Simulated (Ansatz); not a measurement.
Relaxed-ion elastic tensor of AlPd$_{3}$N (anti-perovskite, Pm-3m) in GPa (Voigt order), DFT-r²SCAN in the program Ansatz with PAW potentials; density 8.66 g/cm³, 13.82 Å³ per atom.

```csv
,1,2,3,4,5,6
1,299,126,126,0.0,0.0,0.0
2,126,299,126,0.0,0.0,0.0
3,126,126,299,0.0,0.0,0.0
4,0.0,0.0,0.0,31.7,0.0,0.0
5,0.0,0.0,0.0,0.0,31.7,0.0
6,0.0,0.0,0.0,0.0,0.0,31.7
```

**Question.** Is the crystal mechanically stable?

**Answer.** Yes: the smallest eigenvalue of C is 31.7 GPa.

**Question.** Work out the Voigt, Reuss and Hill averages.

**Answer.** K_V = 184, K_R = 184, K_H = 184; G_V = 53.6, G_R = 42.5, G_H = 48.1 GPa.

**Question.** Give Young's modulus, Poisson's ratio, Pugh's ratio and the universal anisotropy index.

**Answer.** E = 9KG/(3K + G) = 133 GPa; ν = 0.38; K/G = 3.82 (ductile by the Pugh limit of 1.75); A_U = 5G_V/G_R + K_V/K_R − 6 = 1.31.

**Question.** Estimate the sound speeds and the Debye temperature.

**Answer.** v_l = √((K + 4G/3)/ρ) = 5350 m/s, v_t = √(G/ρ) = 2360 m/s, mean 2660 m/s; Θ = (h/k)(3n/4πV)^(1/3) v_m = 330 K.

**Question.** Give the Zener ratio and Young's modulus along [100], [110] and [111].

**Answer.** A = 2C44/(C11 − C12) = 0.37; 1/E = S11 − 2(S11 − S12 − S44/2)Γ with Γ = 0, 1/4, 1/3 gives 224, 106, 90.0 GPa.

The start of the workflow was typed in or built on a structure type; neither database checked (COD, Materials Project) lists it. Whether it is the stable phase at ambient conditions was not checked. The r²SCAN relaxation kept the symmetry of its start; its stability against distortions is not shown here. The run is not spin-polarised. The volume moved by 16 % from the start of the relaxation. As this level gives no gap, shear constants depend on the k-mesh and smearing (Fermi–Dirac, 0.1 eV here).

Potentials: the later of the program's two PAW sets.
